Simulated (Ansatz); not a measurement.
# Relaxing a structure of NbP

The start is a generated trial cell of NbP in the WC structure type. A full variable-cell relaxation at zero pressure is run with r2SCAN (plane waves to 500 eV, PAW, scalar-relativistic; Ansatz, a first-principles code). First-step values are on the input's coarse k-mesh.

Ansatz input (later rounds restart from its end on a renewed k-mesh):
Ansatz 0.2 input:
```yaml
crystal:
  lattice:
    - [3.3132733, 0, 0]
    - [-1.6566367, 2.8693789, 0]
    - [0, 0, 3.23359]
  atoms:
    - { symbol: Nb, position: [0, 0, 0] }
    - { symbol: P, position: [0.66666667, 0.33333333, 0.5] }
basis: { ecutwfc: 500, ecutrho_ratio: 4, xc_grid: 4, fft_grid_basis: typed }
kpoints: { mp_grid: { grid: [8, 8, 7] } }
hamiltonian:
  xc: r2scan
  dispersion: none
  pseudopotentials: { kind: paw }
scf: { occupations: { method: fermi_dirac, width: 0.05 } }
relax: { f_tol: 0.01, max_steps: 100, cell: { stress_tol: 0.02 } }
output: { forces: true, stress: true }
```

Task: What pressure does the first self-consistent step give?

Result: +10 GPa (positive: the cell is compressed).

Task: How much energy is released per atom?

Result: 0.02 eV/atom.

Task: How does the volume per atom move from start to end?

Result: +4.2 %, from 15.37 to 16.02 Å³/atom.

Task: How do the shortest distances between atoms change?

Result: The closest pairs of elements (up to four, under 3.6 Å), start → end: Nb–P 2.50 → 2.54 Å; P–P 3.23 → 3.33 Å; Nb–Nb 3.23 → 3.33 Å.

Task: Is the relaxed structure metallic? Give its gap.

Result: No gap (metallic).

Task: Write out the relaxed structure.

Result: 
```cif
data_NbP
_chemical_formula_sum 'Nb1 P1'
_space_group_name_H-M_alt 'P-6m2'
_space_group_IT_number 187
_space_group_name_Hall 'P -6 2'
_cell_length_a 3.33445
_cell_length_b 3.33445
_cell_length_c 3.32699
_cell_angle_alpha 90.000
_cell_angle_beta 90.000
_cell_angle_gamma 120.000
loop_
_atom_site_label
_atom_site_type_symbol
_atom_site_symmetry_multiplicity
_atom_site_Wyckoff_symbol
_atom_site_fract_x
_atom_site_fract_y
_atom_site_fract_z
_atom_site_occupancy
Nb1 Nb 1 a 0.00000 0.00000 0.00000 1
P1 P 1 f 0.66667 0.33333 0.50000 1
```

The space group stays P-6m2 (No. 187) (the run could not lower it); the end is AFLOW prototype AB_hP2_187_d_a (B_h, as in WC), with 2 atoms in the primitive cell. Final values are on a 16×16×14 k-mesh of the relaxed cell. No spin polarisation in the result.

The run could not lose the symmetry of its start; a randomly shaken copy of 4 atoms returns to this structure.

All atoms sit on sites fixed by symmetry, so only the cell could relax.

The relaxed structure here is a generated cell of NbP: the first start was made by placing the elements on the sites of a structure type, and the end was not matched to a known phase here, so it may be hypothetical.
